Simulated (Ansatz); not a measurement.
Si₃Sn, ordered on the diamond lattice (R3m) with 4 atoms a cell at its r2SCAN geometry, in Ansatz 0.2.0. One HSE06 run serves as the base. The settings are then varied one at a time, some on purpose to values that make no sense. Doubtful ones may also carry a cap on iterations. All numbers are computed, and spin polarisation is off unless an edit sets a moment.

Base input:
```yaml
crystal:
  lattice:
    - [2.0239181904, 1.168509712, 6.6336726333]
    - [-2.0239181904, 1.168509712, 6.6336726333]
    - [0.0, -2.337019424, 6.6336726333]
  atoms:
    - { symbol: Si, position: [1.006133707, 0.006133707, 0.006133707] }
    - { symbol: Si, position: [0.4931881577, 0.4931881577, 0.4931881577] }
    - { symbol: Si, position: [0.3753444185, 0.3753444185, 0.3753444185] }
    - { symbol: Sn, position: [0.8753337168, 0.8753337168, 0.8753337168] }
kpoints:
  mp_grid: { grid: [4, 4, 4] }
hamiltonian:
  xc: hse06
scf:
  occupations: { method: fixed }
  n_extra_bands: 5
output:
  forces: true
  stress: true
  eigenvalues: true
  write_density: true
  write_potential: true
  elf: true
  volumetric_format: npy
```

Base results:
```
Basis set: ecut = 420 eV, 1853 PW (Γ), FFT grids on a1−a2, a2, −a2+a3
Symmetry: 6 space group operations
Space group: R3m (ITA 160)
k-points: 13 of 64 (time reversal used)
Exchange kernel: α = 0.2500, screened, ω = 0.2079 Å⁻¹, Wigner–Seitz truncation, v(0) = 1036.8219 eV·Å³, q-mesh 4×4×4
hybrid SCF converged: 2 outer / 12 inner (+5 warm-up)
Free energy (F): -7936.505653 eV
Fermi energy:    6.863948 eV
--- Forces (eV/Å), atoms counted from 1 ---
  atom   1  Si      0.00000      0.00000      0.00989
  atom   2  Si      0.00000      0.00000      0.02449
  atom   3  Si      0.00000      0.00000    -0.00645
  atom   4  Sn      0.00000      0.00000    -0.02778
--- Stress (GPa, compression-positive) ---
        0.163912       0.000000       0.000000
        0.000000       0.163912       0.000000
        0.000000       0.000000      -0.790573
  P = ⅓ Tr σ = -0.1542 GPa (-1.542 kbar)
```
The gap over this mesh is 0.751 eV.

Command: `ansatz run input.yaml --threads 4 --pin off --max-ram 3686MiB --backend cpu --events-out ev --progress --plain --runs-dir out`. Wall time 37 s on 4 threads of Arm Neoverse N1, on a shared host, load about 0.6 per core; peak host memory 1.3 GiB.

**Question.** Predict the outcome of this edit.
```yaml
hamiltonian:
  xc: { exchange: pbe, correlation: pbe, exx: { coeff: 1.0, omega: 0.1 } }
```

**Answer.** That is 100 % exact exchange, screened with ω = 0.1 1/Å, against HSE06's 25 % screened at 0.208 1/Å. The mean stress moves by -4.9 GPa and the gap on the mesh by +3.139 eV (to 3.890). Totals of different functionals aren't comparable. The program warns that on this mesh the truncation of the exchange isn't bounded, so part of the change can be an error of the mesh.
Lines that differ from the base's log, and the results:
```
Basis set: ecut = 420 eV, 1853 PW (Γ), FFT grids on a1−a3, a2−a3, a3
Exchange kernel: α = 1.0000, screened, ω = 0.1000 Å⁻¹, Wigner–Seitz truncation, v(0) = 3449.4098 eV·Å³, q-mesh 4×4×4
hybrid SCF converged: 4 outer / 27 inner (+5 warm-up)
Free energy (F): -7954.644884 eV
Fermi energy:    5.037670 eV
--- Forces (eV/Å), atoms counted from 1 ---
  atom   1  Si      0.00000      0.00000    -0.17906
  atom   2  Si      0.00000      0.00000      0.29556
  atom   3  Si      0.00000      0.00000      0.04039
  atom   4  Sn      0.00000      0.00000    -0.15662
--- Stress (GPa, compression-positive) ---
       -4.864535       0.000000       0.000000
        0.000000      -4.864535       0.000000
        0.000000       0.000000      -5.418627
  P = ⅓ Tr σ = -5.0492 GPa (-50.492 kbar)
--- Band table (eV; the first three rows and the last of 13) ---
  k-point 0: bands = […, -4.9277, 2.6090, 2.6090, 4.5733, 5.0377, 5.0377, 9.5963, 11.3267, 11.3267, 11.4286, …]
  k-point 1: bands = […, -4.6255, -0.6746, 0.6779, 1.7635, 3.1488, 3.4058, 10.1620, 10.9766, 12.5679, 13.5711, …]
  k-point 2: bands = […, -4.4335, -3.8671, -0.0639, 0.3189, 1.1228, 2.3036, 9.5820, 10.6490, 13.2376, 13.5131, …]
  k-point 12: bands = […, -0.9993, -0.3015, 2.8345, 2.8345, 4.4800, 4.4800, 9.7003, 11.2939, 12.2071, 12.2071, …]
```

**Question.** Predict the outcome of this edit.
```yaml
scf:
  occupations: { method: fermi_dirac, width: 0.001 }
```

**Answer.** Energy, stress and gap stay within 1 meV an atom, 0.1 GPa and 0.005 eV of the base. The width is small against the gap, so it doesn't matter.

**Question.** These lines are set or replaced. What follows?
```yaml
hamiltonian:
  xc: { exchange: pbe, correlation: pbe, exx: { coeff: 0.75, omega: 0.3 } }
```

**Answer.** That is 75 % exact exchange, screened with ω = 0.3 1/Å, against HSE06's 25 % screened at 0.208 1/Å. The mean stress moves by -2.4 GPa and the gap on the mesh by +0.743 eV (to 1.494). Totals of different functionals aren't comparable.
Lines that differ from the base's log, and the results:
```
Basis set: ecut = 420 eV, 1853 PW (Γ), FFT grids on a1−a3, a2−a3, a3
Exchange kernel: α = 0.7500, screened, ω = 0.3000 Å⁻¹, Wigner–Seitz truncation, v(0) = 502.5349 eV·Å³, q-mesh 4×4×4
hybrid SCF converged: 4 outer / 24 inner (+5 warm-up)
Free energy (F): -7947.915515 eV
Fermi energy:    6.397708 eV
--- Forces (eV/Å), atoms counted from 1 ---
  atom   1  Si      0.00000      0.00000    -0.08848
  atom   2  Si      0.00000      0.00000      0.17233
  atom   3  Si      0.00000      0.00000      0.02169
  atom   4  Sn      0.00000      0.00000    -0.10556
--- Stress (GPa, compression-positive) ---
       -2.317136       0.000000       0.000000
        0.000000      -2.317136       0.000000
        0.000000       0.000000      -3.120703
  P = ⅓ Tr σ = -2.5850 GPa (-25.850 kbar)
```

The runs are scalar-relativistic, without spin-orbit coupling.

The program warns that its thresholds are loose for a hybrid's stress.
